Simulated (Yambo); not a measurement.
Yambo run on CaC2 (space group I4/mmm, No. 139) under isotropic strain of -0.7 % on all lattice vectors. The wavefunctions come from this Quantum ESPRESSO step (PBEsol, PseudoDojo standard norm-conserving files, scalar-relativistic):

```
&CONTROL
  calculation = 'nscf'
  pseudo_dir = './pseudo'
  outdir = './out'
/
&SYSTEM
  ibrav = 0
  nat = 3
  ntyp = 2
  ecutwfc = 82.0
  ecutrho = 328.0
  occupations = 'fixed'
  force_symmorphic = .true.
  nbnd = 89
/
&ELECTRONS
  conv_thr = 3.0000000000000004e-09
  diago_full_acc = .true.
  diago_thr_init = 1e-08
/
ATOMIC_SPECIES
C 12.0110 C.upf
Ca 40.0780 Ca.upf
CELL_PARAMETERS angstrom
 -1.896603416757   1.896603416757   3.146457634502
  1.896603416757  -1.896603416757   3.146457634502
  1.896603416757   1.896603416757  -3.146457634502
ATOMIC_POSITIONS crystal
C   0.600153250700   0.600153250700   0.000000000000
C   0.399846749300   0.399846749300   0.000000000000
Ca   0.000000000000   0.000000000000   0.000000000000
K_POINTS automatic
6 6 6 0 0 0
```

Yambo input:

```
rim_cut
gw0
dyson
el_el_corr
HF_and_locXC
ppa
em1d
RandQpts= 1000000
RandGvec= 1 Ry
EXXRLvcs= 82 Ry
VXCRLvcs= 328 Ry
Chimod= "HARTREE"
% BndsRnXp
 1 | 88 |
%
NGsBlkXp= 8 Ry
% LongDrXp
 1.0 | 1.0 | 1.0 |
%
PPAPntXp= 27.2114 eV
% GbndRnge
 1 | 88 |
%
GTermKind= "BG"
DysSolver= "n"
ExtendOut
% QPkrange
 1 | 1 | 9 | 10 |
 4 | 4 | 9 | 10 |
 30 | 30 | 9 | 10 |
%
```

k points by index: 1 = Γ, 4 = X, 30 = Z.

Table of the .qp output:

```
#    K-point    Band    Eo [eV]    E [eV]    E-Eo [eV]    Vxc [eV]    Vnlxc [eV]    Sc|Eo [eV]    Sc|E [eV]    dSc/dw|Eo [eV]    Re(Z)    Im(Z)
#
    1    9    -0.957300    -1.967751    -1.010450    -14.05743    -16.83760    1.496623    1.769721    -7.353801    0.787246    -0.001425
    1    10    3.038007    4.238332    1.200326    -12.19545    -6.880756    -3.840405    -4.114371    -6.210290    0.814182    -0.001130
    4    9    -1.136646    -2.172964    -1.036318    -14.18125    -18.59778    3.080603    3.380209    -7.865521    0.775759    -0.001896
    4    10    0.969226    1.844906    0.875679    -10.73139    -6.469897    -3.197337    -3.385817    -5.856372    0.822896    -0.001158
    30    9    0.000000    -0.905034    -0.905034    -15.00778    -18.96188    2.793921    3.049070    -7.670361    0.780101    -0.001474
    30    10    3.135440    4.246212    1.110773    -10.77243    -5.330484    -4.114728    -4.331178    -5.301997    0.836927    -0.001056
```
(The two width columns are left out.) Convergence of these settings isn't established.

Geometry strained from the cell relaxed with PBEsol, atoms relaxed again.

The structure is a Materials Project entry; no match was found in the copy of COD used, and its stability was not checked.
